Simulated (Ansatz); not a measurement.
BaTiO$_{3}$ in space group P4mm (No. 99; Ba on 1b, Ti on 1a, O on 2c, O on 1a) under volume change, plane-wave PAW PBEsol (Ansatz code), shape and atoms relaxed at each volume.

| V (Å³/atom) | E − E(relaxed) (meV/atom) | P (GPa) |
|---|---|---|
| 11.521 | 55.0 | 17.97 |
| 11.901 | 21.8 | 10.17 |
| 12.281 | 4.9 | 4.40 |
| 12.661 | 0.0 | 0.00 |
| 13.040 | 4.0 | -3.27 |
| 13.420 | 14.4 | -5.36 |
| 13.800 | 28.5 | -6.45 |

Task: What does a third-order Birch–Murnaghan fit give for V₀, B₀ and B′?

Result: V₀ = 12.66 Å³/atom, B₀ = 122 GPa, B′ = 10.2.

The PBEsol relaxation kept the symmetry of its start. The run is not spin-polarised. Spin–orbit coupling is left out wherever it is not named.

Potentials: the earlier of the program's two PAW sets. The files were generated under PBE; for other functionals the program regenerates the frozen cores, and for LDA and PBEsol the local potential too.
